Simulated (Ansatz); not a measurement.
An Ansatz input (plane waves, PAW) for EuCd in the CsCl-type structure that has something wrong with it:

```yaml
crystal:
  lattice:
    - [3.8332239365, 0.0, 0.0]
    - [0.0, 3.8332239365, 0.0]
    - [0.0, 0.0, 3.8332239365]
  atoms:
    - { symbol: Eu, position: [0.0, 0.0, 0.0], spin: 7.0 }
    - { symbol: Cd, position: [0.5, 0.5, 0.5] }
basis:
  ecutwfc: 420
  ecutrho_ratio: 4
kpoints:
  mp_grid: { grid: [8, 8, 8], kspacing: 0.3 }
hamiltonian:
  xc: pbesol
scf:
  occupations: { method: gaussian, width: 0.05 }
  max_iter: 75
output:
  forces: true
  stress: true
magnetization:
  spin_polarized: true
```

Launched as:
```sh
ansatz run input.yaml --threads 4 --pin off --max-ram 4096MiB --backend cpu --events-out ev --progress --plain --runs-dir out
```

What is wrong with it?

Both a mesh and a spacing. Against the sound input: kpoints.mp_grid.kspacing: 0.3 (the cap on iterations is only a precaution).

What the program printed:

```
Error: invalid value for `kpoints.mp_grid.kspacing`: mutually exclusive with `grid` — set one or the other
```

The input was refused before any iteration. It took of the order of 0.3 core-seconds on a shared host. The run before the change (PBEsol, 420 eV, 8×8×8 mesh) gave:

| run | P (GPa) | gap on the mesh (eV) | cell moment (μB) | largest force component (eV/Å) |
| --- | --- | --- | --- | --- |
| sound | 0.0 | metal | 7.15 | 0.000 |

The two runs also differ in their start: the sound one had the moments 7.51, 0.00 μB typed, and went on from the state of an earlier run.

The start was a prototype's sites filled with these elements, not a measured cell.

Of that run: Without a U the 4f levels of Eu lie too near the Fermi level, so their share of the states there, and what hangs on it, is overstated. The run wasn't fully tested for a lower electronic state. Only parallel moments were tried, so the real magnetic order may be another.
